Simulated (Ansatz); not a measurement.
Space group P6/mmm (No. 191). a = 4.899 Å, b = 4.899 Å, c = 3.975 Å, α = 90.00°, β = 90.00°, γ = 120.00°
```tsv
atom	site	symmetry	x	y	z
Fe	3f	mmm	0.5000	0.0000	0.0000
Ge	1a	6/mmm	0.0000	0.0000	0.0000
Ge	2d	-6m2	0.3333	0.6667	0.5000
```

Equation of state of this FeGe structure (not necessarily the ground state), with shape and atoms relaxed at each volume where symmetry leaves them free. It has no gap at any of these volumes. These are results of Ansatz, DFT PBEsol, scalar-relativistic, plane waves, PAW, not measurements.

Cutoff 420 eV; k points 12×12×10 on the computed 6-atom cell (Γ-centred); Gaussian smearing, width 0.10 eV; collinear spin.

```csv
V (Å³/atom),E − E(largest V) (meV/atom),P (GPa)
12.945,6.47,12.03
13.358,-15.80,5.48
13.771,-22.64,0.00
14.184,-16.67,-4.55
14.597,0.00,-8.37
```

Problem. Fit a third-order Birch–Murnaghan equation to E(V).

Solution. V0 = 13.77 Å³/atom, B0 = 165 GPa, B0' = 5.1.

Only parallel moments were tried here.